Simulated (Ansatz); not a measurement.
Ge2Sb2Te5:
```yaml
crystal:
  lattice:
    - [4.23149, 0.00000, 0.00000]
    - [-2.11574, 3.66458, 0.00000]
    - [0.00000, 0.00000, 17.78368]
  atoms:
    - { symbol: Te, position: [0.00000, 0.00000, 0.99551] }
    - { symbol: Sb, position: [0.33333, 0.66667, 0.09376] }
    - { symbol: Te, position: [0.66667, 0.33333, 0.20441] }
    - { symbol: Sb, position: [0.00000, 0.00000, 0.31973] }
    - { symbol: Te, position: [0.33333, 0.66667, 0.41569] }
    - { symbol: Te, position: [0.66667, 0.33333, 0.58599] }
    - { symbol: Ge, position: [0.00000, 0.00000, 0.66418] }
    - { symbol: Te, position: [0.33333, 0.66667, 0.79122] }
    - { symbol: Ge, position: [0.66667, 0.33333, 0.87068] }
```

Relaxed with r²SCAN+D4. Special points in fractions of this cell's reciprocal vectors: Γ (0.000, 0.000, 0.000); M (0.500, 0.000, 0.000); K (0.333, 0.333, 0.000); A (0.000, 0.000, 0.500); L (0.500, 0.000, 0.500); H (0.333, 0.333, 0.500).

Q: List the band energies nearest the valence-band maximum at these points for DFT-r²SCAN+D4 in the program Ansatz with PAW potentials.

A: In eV from the valence-band maximum; about four levels below and three above (degenerate sets whole), none deeper than 8.9 eV; points with the same levels are listed once.

```csv
k,below,above
Γ,-1.52 -1.52 -1.08 -0.90 0.00,0.27 0.27 0.44
M,-2.11 -1.91 -1.33 -1.09,0.58 0.70 0.89
K,-2.29 -1.33 -1.29 -1.12,0.79 0.97 1.07
A,-1.56 -1.56 -1.44 -0.74 -0.02,0.30 0.30 0.44
L,-2.28 -1.99 -1.83 -0.64,0.31 0.78 1.15
H,-1.83 -1.77 -1.61 -1.56,1.20 1.37 1.48
```

Space group P3m1. The start of the workflow was typed in or built on a structure type; neither database checked (COD, Materials Project) lists it. It is not the phase usual at ambient conditions (space group No. 164). The r²SCAN+D4 relaxation kept the symmetry of its start; whether a distortion lowers the energy is not shown. Spin–orbit coupling is left out wherever it is not named.

Potentials: the earlier of the program's two PAW sets.
